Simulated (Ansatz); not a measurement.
Here is the system:

CoSi (FeSi type, space group P2_13)

```
CELL_PARAMETERS angstrom
      4.38307     0.00000     0.00000
      0.00000     4.38307     0.00000
      0.00000     0.00000     4.38307
ATOMIC_POSITIONS crystal
  Co 0.14563 0.14563 0.14563
  Co 0.64563 0.35437 0.85437
  Co 0.85437 0.64563 0.35437
  Co 0.35437 0.85437 0.64563
  Si 0.84366 0.84366 0.84366
  Si 0.34366 0.65634 0.15634
  Si 0.15634 0.34366 0.65634
  Si 0.65634 0.15634 0.34366
```

E(V) scan at fixed shape, V₀ the volume above. The atoms relax within the cell's symmetry.

These are r2SCAN (plane waves to 500 eV, PAW, scalar-relativistic; Ansatz, a program for electronic structure) values and carry that method's errors. k mesh 11×11×11 (Γ-centred), Fermi-Dirac smearing 0.05 eV. E stands for the smeared free energy. Stress and pressure are positive under compression. At this level the bands of CoSi touch or barely overlap. CoSi is run without spin polarisation. CoSi was relaxed with its symmetry unable to fall. The zero of ΔE is the relaxed starting cell.

The scan covers V/V₀ from 0.900 to 1.100 in 13 points.

**Question.** What pressure does the cell carry at V/V₀ = 0.900?

**Answer.** 33.0 GPa.

**Question.** What is ΔE at V/V₀ = 1.100?

**Answer.** 67 meV/atom.

**Question.** What is ΔE at V/V₀ = 0.900?

**Answer.** 98 meV/atom.

(Under strain, the slope of the energy per volume gives the stress and its curvature an elastic modulus.)
